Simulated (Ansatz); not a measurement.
Molecular dynamics on a 2×2×2 supercell (16 atoms) of BP (zincblende), relaxed with r2SCAN. Forces come from r2SCAN in Ansatz: a Langevin thermostat at fixed volume, 100 K, steps of 1.5 fs. Computed, non-magnetic; the trajectory is short and the cell small, so nothing here is a converged average.

```yaml
crystal:
  lattice:
    - [0.0, 4.5366313447, 4.5366313447]
    - [4.5366313447, 0.0, 4.5366313447]
    - [4.5366313447, 4.5366313447, 0.0]
  atoms:
    - { symbol: B, position: [0.0, 0.0, 0.0] }
    - { symbol: P, position: [0.125, 0.125, 0.125] }
    - { symbol: B, position: [0.0, 0.0, 0.5] }
    - { symbol: P, position: [0.125, 0.125, 0.625] }
    - { symbol: B, position: [0.0, 0.5, 0.0] }
    - { symbol: P, position: [0.125, 0.625, 0.125] }
    - { symbol: B, position: [0.0, 0.5, 0.5] }
    - { symbol: P, position: [0.125, 0.625, 0.625] }
    - { symbol: B, position: [0.5, 0.0, 0.0] }
    - { symbol: P, position: [0.625, 0.125, 0.125] }
    - { symbol: B, position: [0.5, 0.0, 0.5] }
    - { symbol: P, position: [0.625, 0.125, 0.625] }
    - { symbol: B, position: [0.5, 0.5, 0.0] }
    - { symbol: P, position: [0.625, 0.625, 0.125] }
    - { symbol: B, position: [0.5, 0.5, 0.5] }
    - { symbol: P, position: [0.625, 0.625, 0.625] }
kpoints:
  mp_grid: { grid: [4, 4, 4] }
hamiltonian:
  xc: r2scan
scf:
  occupations: { method: fermi_dirac, width: 0.02 }
md:
  ensemble: nvt_langevin
  temperature: 100
  timestep: 1.5
  n_steps: 20
  initial_velocities: maxwell_boltzmann
  seed: 4675
```

Command: `ansatz run input.yaml --threads 4 --pin off --max-ram 3686MiB --backend cpu --events-out ev --progress --plain --runs-dir out`. It took 3.1 min on 4 threads of Arm Neoverse V2 (shared host), load about 0.7 per core; peak host memory 1.2 GiB.

```csv
step,t (fs),T (K),free energy F from step 0 (meV/atom),kinetic energy (meV/atom),largest force (eV/Å)
0,0,94,0.0,12.1,0.00
1,1.5,83,0.4,10.7,0.25
2,3,74,1.6,9.6,0.50
3,4.5,65,3.3,8.3,0.75
4,6,57,5.4,7.4,0.99
5,7.5,44,7.3,5.6,1.19
6,9,31,9.0,4.0,1.33
7,10.5,23,10.1,2.9,1.40
8,12,25,10.3,3.3,1.40
9,13.5,31,9.8,4.1,1.32
10,15,42,8.9,5.5,1.22
11,16.5,49,7.7,6.4,1.08
12,18,60,6.4,7.7,0.91
13,19.5,88,5.1,11.4,0.78
14,21,95,4.4,12.3,0.66
15,22.5,102,4.3,13.2,0.61
16,24,99,5.1,12.7,0.63
17,25.5,89,6.5,11.6,0.77
18,27,75,8.4,9.7,1.00
19,28.5,62,10.4,8.0,1.22
20,30,50,12.2,6.4,1.40
```

The temperature starts at 94 K, is lowest at step 7 (23 K, 10.5 fs) and ends at 50 K. The thermostat hasn't had time to restore it. The atoms start on their lattice sites with kinetic energy alone, so much of it first passes into potential energy. By the last step the atoms have moved 0.04 Å in the root mean square, the drift of the whole cell taken out, 0.09 Å at most.

Positions (Å) and forces (eV/Å) at step 20:
```
B   -0.046  -0.031   0.002     0.707   0.535   0.041
P    1.123   1.123   1.128     0.282  -0.326  -0.004
B    2.259   2.298   0.012    -0.065  -0.609  -0.086
P    3.389   3.407   1.156    -0.475   0.349  -0.296
B    2.284  -0.042   2.260    -0.189   0.929   0.158
P    3.417   1.146   3.392     0.011  -0.535  -0.513
B    4.543   2.320   2.216     0.141  -0.843   1.109
P    5.671   3.415   3.405     0.116  -0.091  -0.060
B    0.029   2.250   2.272    -0.328  -0.006   0.429
P    1.145   3.363   3.461    -0.315   0.227  -0.636
B    2.263   4.515   2.326    -0.019   0.290  -0.083
P    3.398   5.682   3.425     0.468  -0.316   0.258
B    2.282   2.210   4.534     0.211   0.635   0.638
P    3.419   3.383   5.702     0.232  -0.256  -0.671
B    4.585   4.524   4.575    -0.978   0.281  -0.301
P    5.682   5.667   5.698     0.201  -0.262   0.016
```
